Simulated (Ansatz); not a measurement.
Input:

YCu (CsCl type, space group No. 221), a = b = c = 3.463 Å, α = β = γ = 90.00°.

This is the r²SCAN-relaxed structure.

Task: All from r²SCAN in the plane-wave PAW code Ansatz, unless another level is named. Predict the density of states at the Fermi level.

Result: 0.54 states/eV per atom (mean over ±0.08 eV).

Task: Give the formation energy from the elements (no fitted shifts).

Result: -0.25 eV/atom.

Task: Predict the gap with spin–orbit coupling.

Result: none (metallic).

Space group Pm-3m (CsCl type). The workflow started from a Materials Project entry (that database holds measured and hypothetical structures alike); the Crystallography Open Database copy checked does not list it. With Y and Cu taken as one species the cell has the higher symmetry Im-3m, so it may be an ordered model of a mixed-site phase. Whether it is the stable phase at ambient conditions was not checked. The cell was relaxed with r²SCAN under the symmetry of its start; of distortions, only those at the zone centre were tested. The run is not spin-polarised. The references are the lowest solids computed at this level, not always the standard phases. Spin–orbit coupling is left out wherever it is not named.

Potentials: the later of the program's two PAW sets.
